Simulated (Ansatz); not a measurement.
Space group P2_13 (No. 198). a = 4.903 Å, b = 4.903 Å, c = 4.903 Å, α = 90.00°, β = 90.00°, γ = 90.00°
| atom | site | symmetry | x | y | z |
| --- | --- | --- | --- | --- | --- |
| Ga | 4a | .3. | 0.0932 | 0.0932 | 0.0932 |
| Pt | 4a | .3. | 0.3982 | 0.3982 | 0.3982 |

Equation of state of this GaPt structure (not necessarily the ground state), with shape and atoms relaxed at each volume where symmetry leaves them free. It has no gap at any of these volumes. These are results of DFT PBEsol, scalar-relativistic, plane waves, PAW in Ansatz, not measurements.

Plane waves to 420 eV, a k mesh through Γ of 8×8×8 on the computed 8-atom cell and Gaussian smearing (0.10 eV); no spin polarisation.

```csv
V (Å³/atom),E − E(largest V) (meV/atom),P (GPa)
12.961,101.19,34.82
13.403,21.15,23.57
13.845,-30.55,14.20
14.287,-58.67,6.43
14.729,-67.25,0.00
15.171,-59.74,-5.24
15.613,-39.38,-9.29
16.202,0.00,-11.59
```

Problem. Fit a third-order Birch–Murnaghan equation to E(V).

Solution. V0 = 14.73 Å³/atom, B0 = 185 GPa, B0' = 6.3.

Spin-orbit coupling is left out, which matters for the bands of heavy elements.